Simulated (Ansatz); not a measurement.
Problem. Each is relaxed and computed with LDA in the plane-wave PAW code Ansatz. Which alone has a direct gap?
A) Ge3PbSe4, Pm (Pearson symbol mP8)
B) Sn4Te3Se, R3m (Pearson symbol hR8)
C) TePb, zinc blende
D) TePb2Se, R-3m (Te on 3b, Pb on 6c, Se on 3a)

Solution. D, TePb2Se, R-3m (Te on 3b, Pb on 6c, Se on 3a). TePb2Se: gap 0.32 eV (direct); Ge3PbSe4: gap 0.45 eV (indirect); TePb: gap 0.30 eV (indirect); Sn4Te3Se: gap 0.25 eV (indirect). Constructed cells (a structure type filled with these elements, in neither database checked): TePb, zinc blende. Not the usual ambient phase: TePb, zinc blende. Standing as an ambient phase not checked: TePb2Se, R-3m (Te on 3b, Pb on 6c, Se on 3a); Ge3PbSe4, Pm (Pearson symbol mP8); Sn4Te3Se, R3m (Pearson symbol hR8). Weakly bound layers, chains or molecules computed without a dispersion correction, so cells and soft constants are ill determined: Ge3PbSe4, Pm (Pearson symbol mP8); Sn4Te3Se, R3m (Pearson symbol hR8). Perhaps ordered models of mixed-site phases: TePb2Se, R-3m (Te on 3b, Pb on 6c, Se on 3a). Unstable at this level: TePb, zinc blende. All cells were relaxed under the symmetry of their starts (and spin orders); stability against distortions was not tested throughout. Spin–orbit coupling is left out wherever it is not named.

Potentials: the later of the program's two PAW sets.
